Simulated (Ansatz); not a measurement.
A structure of ZnCu₂SnS₄ relaxed with PBEsol (plane waves to 420 eV, PAW, scalar-relativistic; Ansatz, a program for electronic structure); single points at other levels follow on the same geometry (Ansatz, PAW; HSE06 at 420 eV on a 6×6×6 k-mesh; no spin-orbit coupling). Space group I-4 (No. 82).

```cif
data_Cu2S4SnZn
_chemical_formula_sum 'Cu2 Zn1 Sn1 S4'
_space_group_name_H-M_alt 'P 1'
_space_group_IT_number 1
_cell_length_a 6.58337
_cell_length_b 6.58337
_cell_length_c 6.58337
_cell_angle_alpha 131.815
_cell_angle_beta 131.815
_cell_angle_gamma 70.522
loop_
_space_group_symop_operation_xyz
  'x, y, z'
loop_
_atom_site_label
_atom_site_type_symbol
_atom_site_fract_x
_atom_site_fract_y
_atom_site_fract_z
_atom_site_occupancy
Cu1 Cu 0.00000 0.00000 0.00000 1
Cu2 Cu 0.75000 0.25000 0.50000 1
Zn1 Zn 0.25000 0.75000 0.50000 1
Sn1 Sn 0.50000 0.50000 0.00000 1
S1 S 0.63861 0.62967 0.52827 1
S2 S 0.10140 0.11035 0.47173 1
S3 S 0.37033 0.89860 0.00894 1
S4 S 0.88965 0.36139 0.99106 1
```

```
level   gap (eV)    kind  conduction minimum
------  --------  ------  ------------------
PBEsol      0.10  direct                   Γ
HSE06          …       –                   …
```

Problem. Fill in the missing entries.

Solution. 
- HSE06, gap (eV): 1.25
- HSE06, conduction minimum: Γ

No spin polarisation in the result.

The run could not lose the symmetry of its start; a randomly shaken copy of 8 atoms returns to this structure.
